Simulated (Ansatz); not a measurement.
GdAlCu4 with hamiltonian.hubbard, scf.max_iter changed

Level of theory: PBEsol, collinear spin, scalar-relativistic; Ansatz, plane waves to 420 eV (PAW set soft_2), k-mesh 9×9×8. These are the settings of the reference run.

Cell:

```
Al Cu Gd
1.0
     5.10772    0.00000    0.00000
    -2.55386    4.42341    0.00000
     0.00000    0.00000    4.00043
Al Cu Gd
1 4 1
Direct
  0.66667 0.33333 0.00000
  0.33333 0.66667 0.00000
  0.49869 0.50131 0.50000
  0.49869 0.99738 0.50000
  0.00262 0.50131 0.50000
  0.00000 0.00000 0.00000
```

The reference run of this cell is solved again as a single point with these keys changed:

| key | reference run | changed run |
| --- | --- | --- |
| hamiltonian.hubbard | not typed | {sites: [{species: Gd, l: f, u_eff: 20.0}]} |
| scf.max_iter | not typed | 50 |

Does this change matter?



| quantity | reference run | changed run |
| --- | --- | --- |
| pressure (GPa) | 0.0 | 0.5 |
| largest force (eV/Å) | 0.00 | 0.01 |
| gap on the mesh (eV) | 0.00 | 0.00 |
| moment of the cell (μB) | 7.38 | 7.51 |

The Hamiltonian isn't the same, so energies aren't compared. It took 17 iterations. The change was made on purpose as a fault (an enormous or negative U); the changed values aren't properties of GdAlCu4.

Caveats: the reference run: Gd without a U keeps its half-filled shell, but its 4f levels lie too near the Fermi level; the reference run: open f or d shells may hold a state above the lowest; a single point, atoms not relaxed again; a change of U can also leave the f or d shell in another state.
